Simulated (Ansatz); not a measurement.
A relaxed structure of SnO is spoiled in several ways and relaxed again each time (noise and exchanges are one random draw each; squeezed and stretched starts keep its symmetry, which their runs cannot lower; pressure is positive under compression). These are r2SCAN (plane waves to 500 eV, PAW, scalar-relativistic; Ansatz, a first-principles code) values and carry that method's errors.

Space group P4/nmm, origin choice 1 (No. 129); a = b = 3.807 Å, c = 4.942 Å, α = β = γ = 90.00°

| atom | site | symmetry | x | y | z |
|---|---|---|---|---|---|
| Sn | 2c | 4mm | 0.5000 | 0.0000 | 0.2322 |
| O | 2a | -4m2 | 0.0000 | 0.0000 | 0.0000 |

Problem. One start gave a first pressure of +16.1 GPa, a largest first force of 2.23 eV/Å and released 0.10 eV/atom. Which change was it?
(A) with every coordinate shifted by Gaussian noise of σ = 0.45 Å
(B) with one O and one Sn atom exchanged in a cell of 4 atoms
(C) doubled along one cell vector, shaken by Gaussian noise of σ = 0.08 Å a coordinate
(D) squeezed uniformly to 88 % of its volume

Solution. D, squeezed uniformly to 88 % of its volume. All starts:

```tsv
change	first pressure (GPa)	largest first force (eV/Å)	released (eV/atom)	moves	outcome	final group	E − E(parent) (eV/atom)
with one O and one Sn atom exchanged in a cell of 4 atoms	35.1	11.71	2.22	15	trapped higher	Amm2	+0.465
squeezed uniformly to 88 % of its volume	16.1	2.23	0.10	6	returns to the parent	P4/nmm	0.000
with every coordinate shifted by Gaussian noise of σ = 0.45 Å	10.3	5.23	1.03	11	returns to the parent	P4/nmm	0.000
doubled along one cell vector, shaken by Gaussian noise of σ = 0.08 Å a coordinate	3.4	2.61	0.10	7	returns to the parent	P4/nmm	0.000
```

First-step values come from each run's starting, coarser k-mesh (6×6×5, 3×6×5). Each cell has its own k-point mesh; energy differences are given only to the digits this allows. No spin polarisation in the result.
